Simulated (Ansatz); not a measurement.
Ta:
```yaml
crystal:
  lattice:
    - [0.00000, 3.00097, 3.00097]
    - [3.00097, 0.00000, 3.00097]
    - [3.00097, 3.00097, 0.00000]
  atoms:
    - { symbol: Ta, position: [0.00000, 0.00000, 0.00000] }
    - { symbol: Ta, position: [0.25000, 0.25000, 0.25000] }
```

Relaxed with PBEsol. Special points in fractions of this cell's reciprocal vectors: Γ (0.000, 0.000, 0.000); X (0.500, 0.000, 0.500); U (0.625, 0.250, 0.625); K (0.375, 0.375, 0.750); L (0.500, 0.500, 0.500); W (0.500, 0.250, 0.750).

Problem. List the band energies nearest the Fermi level at these points for PBEsol with spin–orbit coupling in the plane-wave PAW code Ansatz.

Solution. In eV from the Fermi level; about four levels below and three above (degenerate sets whole), none deeper than 8.9 eV; points with the same levels are listed once.

```
k                    below                          above
-  -----------------------  -----------------------------
Γ  -0.24 -0.24 -0.24 -0.24  1.89 1.89 2.24 2.24 2.24 2.24
X  -0.26 -0.26 -0.26 -0.26            1.88 1.88 1.88 1.88
U  -0.74 -0.74 -0.67 -0.67            1.02 1.02 1.33 1.33
L  -0.33 -0.33 -0.05 -0.05            3.22 3.22 3.44 3.44
W  -1.20 -1.20 -1.08 -1.08            0.60 0.60 0.75 0.75
```

Space group Fd-3m (diamond). The start of the workflow was typed in or built on a structure type; neither database checked (COD, Materials Project) lists it. It is not the phase usual at ambient conditions (space group No. 229). The PBEsol relaxation kept the symmetry of its start. At this level the phase is mechanically unstable. The run is not spin-polarised.

Potentials: the later of the program's two PAW sets.
